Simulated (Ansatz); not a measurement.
TlSnCl3 in the cubic perovskite structure, relaxed with r2SCAN. Space group Pm-3m (No. 221), cubic; a = 5.517 Å in the conventional setting, 33.59 Å³ an atom. Tl is surrounded by 12 Cl at 3.90 Å; Sn is surrounded by 6 Cl at 2.76 Å; Cl is surrounded by 2 Sn at 2.76 Å and 4 Tl at 3.90 Å.

```
Tl Sn Cl
1.0
     5.51736    0.00000    0.00000
     0.00000    5.51736    0.00000
     0.00000    0.00000    5.51736
Tl Sn Cl
1 1 3
Direct
  0.00000 0.00000 0.00000
  0.50000 0.50000 0.50000
  0.50000 0.50000 0.00000
  0.50000 0.00000 0.50000
  0.00000 0.50000 0.50000
```

The questions ask for values computed with the PAW code Ansatz on this geometry. These are computed values for a non-magnetic cell that may be hypothetical; none is a measurement.

Task: Is there a gap with LDA, and of what kind?

Result: With LDA the valence top lies at R and the conduction bottom at X, 0.48 eV higher; the smallest vertical gap, at R, is 0.65 eV.

Task: Estimate the gap with PBE+SOC on 6×6×6.

Result: The PBE+SOC gap is indirect, 0.21 eV (R to X), below the direct gap of 0.39 eV at R. Spin-orbit coupling itself accounts for -0.43 eV. The gap differs by -0.27 eV from LDA's.

Task: How does the gap change from LDA to DDH-PBE0 (4×4×4)?

Result: DDH-PBE0 gives an indirect gap of 1.41 eV, from R to X; the least direct gap is 1.49 eV at R. The share of exact exchange is 0.170. The gap differs by +0.93 eV from LDA's.

Task: How does the gap change from LDA to PBE0 (4×4×4)?

Result: With PBE0 the valence top lies at R and the conduction bottom at X, 1.79 eV higher; the smallest vertical gap, at R, is 1.86 eV. The gap differs by +1.31 eV from LDA's.

Task: Roughly how does the cost of the PBE+SOC run (6×6×6) compare with r2SCAN's (6×6×6)?

Result: About 3 times as much (2 core-minutes against 40 core-seconds, on a shared machine).

Task: Relaxed again with PBEsol, is the cell stable at the zone centre, and where do its optical modes lie?

Result: 3 optical levels at Γ are imaginary (83i, 51i, 23i cm⁻¹, printed negative). The program warns that the force constants, and all that is formed from them, aren't settled on this k mesh, so whether the cell is unstable needs a finer one.

Task: Going by these computed values, what does each step up buy?

Result: r2SCAN covers 18 % of the step from PBE to HSE06, while HSE06 needs about 10 times r2SCAN's cost (on a coarser mesh). Spin-orbit coupling changes the least gap by -0.43 eV, while at M the distance between the top filled and the lowest empty level goes from 2.24 to 1.56 eV: it reshapes the band edges, and can invert them, so it can't be left out. All these functionals give a gap of the same kind, indirect.

Only the levels marked +SOC include spin-orbit coupling.

The meshes of the hybrids are coarse, so their gaps aren't converged to the digits shown.
